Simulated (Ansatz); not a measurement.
The start is a randomly generated symmetric cell of TaN (space group No. 123). Cell shape, volume and atoms are optimised at zero target pressure with PBE (plane waves to 420 eV, PAW, scalar-relativistic; Ansatz, a program for electronic structure). The first steps use a coarse 8×8×3 k-mesh.

The start:
```
TaN
1.0
    2.75018     0.00000     0.00000
    0.00000     2.75018     0.00000
    0.00000     0.00000     7.64164
N Ta
2 2
Direct
  0.00000   0.50000   0.50000
  0.50000   0.00000   0.50000
  0.50000   0.50000   0.24438
  0.50000   0.50000   0.75562
```

Task: Which atoms feel the largest initial force, and how large is it?

Result: About 1.4 eV/Å, on Ta3, Ta4 (atoms numbered as listed).

Task: By how much does the energy per atom fall from start to end?

Result: 1.30 to 1.31 eV/atom (the two k-meshes of the run give this range).

Task: What band gap does the relaxed structure have at this level?

Result: No gap (metallic).

Task: Give the final cell and atomic positions.

Result: 
Space group P4/mmm (No. 123); a = 3.411 Å, b = 3.411 Å, c = 5.343 Å, α = 90.00°, β = 90.00°, γ = 90.00°

```
atom  site  symmetry       x       y       z
----  ----  --------  ------  ------  ------
N       2e      mmm.  0.0000  0.5000  0.5000
Ta      2h       4mm  0.5000  0.5000  0.2679
```

The space group stays P4/mmm (No. 123) (the run could not lower it), with 4 atoms in the primitive cell. Final values are on a 14×14×9 k-mesh of the relaxed cell. No spin polarisation in the result.

The run could not lose the symmetry of its start, so the end can be a saddle point.

The relaxed structure here is a generated cell of TaN: the first start was made by a random draw of sites in a space group, and the end was not matched to a known phase here, so it may be hypothetical. Known forms of TaN include space group No. 225.
